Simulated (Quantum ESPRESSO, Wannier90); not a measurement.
# InP (zinc blende): Wannier90 run

```
begin unit_cell_cart
ang
    0.0000000000    2.9519750000    2.9519750000
    2.9519750000    0.0000000000    2.9519750000
    2.9519750000    2.9519750000    0.0000000000
end unit_cell_cart
begin atoms_frac
In   0.0000000000  0.0000000000  0.0000000000
P   -0.2500000000 -0.2500000000 -0.2500000000
end atoms_frac
```

Structure: Materials Project mp-20351, symmetrised, not relaxed again. COD (Crystallography Open Database) has an entry of this formula and space group (matched by these alone). Level: LDA, no spin polarisation, no spin-orbit coupling; pw.x of Quantum ESPRESSO at 56 Ry with PseudoDojo potentials, 8×8×8 k-points, Wannier90. Density: 10×10×10 mesh, Gaussian smearing 0.01 Ry. Spin-orbit coupling is left out although heavy elements are present.

Functional, cutoff and mesh named above are those of the base row (1); the first column says what each row takes instead. Model: 8 functions from bands 6-20, start hydrogen-like In: s;p; P: s;p, disentangled but not localised (num_iter = 0), frozen window tied to the conduction edge or Fermi level of each row, as listed, which moves Ω_I and hoppings a little by itself. Energies are relative to the valence-band maximum; the misfit is to pw.x on a path, for states up to 1.4 eV relative to the valence-band maximum. The lattice is scaled uniformly, fractional positions fixed. The disentangled Ω_I can sit in another minimum from row to row.

| scale | frozen to (eV) | Ω_I (Å²) | rms misfit (meV) | gap (eV) | bottom of band 6 (eV) | on-site In1 pz minus In1 s (eV) | hopping modulus In1 s – P2 s, R = 0 1 0 (eV) | hopping modulus In1 s – P2 px, R = 0 0 1 (eV) | hopping modulus In1 py – P2 px, R = 0 0 1 (eV) |
|---|---|---|---|---|---|---|---|---|---|
| 0.97 | 2.37 | 12.26 | 9.0 | 0.87 | -12.06 | 5.36 | 1.454 | 1.320 | 1.276 |
| 0.99 | 2.03 | 11.74 | 6.6 | 0.53 | -11.61 | 5.52 | 1.356 | 1.268 | 1.238 |
| 1 | 1.87 | 11.45 | 2.9 | 0.37 | -11.41 | 5.58 | 1.309 | 1.249 | 1.223 |
| 1.01 | 1.70 | 11.39 | 3.0 | 0.20 | -11.21 | 5.66 | 1.262 | 1.215 | 1.198 |
